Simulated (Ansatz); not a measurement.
The start is a generated cell, P built in the AFLOW prototype A_hR1_166_a (A10, as in Hg). The structure is fully relaxed (lattice and positions, P = 0) with PBEsol (plane waves to 420 eV, PAW, scalar-relativistic; Ansatz, a quantum-chemistry and plane-wave program). The first steps use a coarse 10×10×10 k-mesh.

Input geometry:
```yaml
crystal:
  lattice:
    - [1.49567, 0.86353, 1.92172]
    - [-1.49567, 0.86353, 1.92172]
    - [0.00000, -1.72705, 1.92172]
  atoms:
    - { symbol: P, position: [0.00000, 0.00000, 0.00000] }
```

```json
{
  "initial_pressure": "-5 GPa (negative: the cell is under tension)",
  "outcome": "The space group goes from R-3m (No. 166) to Pm-3m (No. 221); the end is simple cubic type, with 1 atom in the primitive cell",
  "energy_released": "0.54 to 0.58 eV/atom (the two k-meshes of the run give this range)",
  "volume_change": "-4.7 %, from 14.89 to 14.18 Å³/atom",
  "band_gap_at_the_end": "zero (metallic)",
  "optimiser_moves": "24"
}
```

Final values are on a 19×19×19 k-mesh of the relaxed cell. No spin polarisation in the result. The relaxed primitive cell holds an odd number of electrons. A magnetic state may lie lower.

The run could not lose the symmetry of its start.

The relaxed structure has the type that P is known to take under pressure; here it was relaxed at zero pressure, from a generated start.
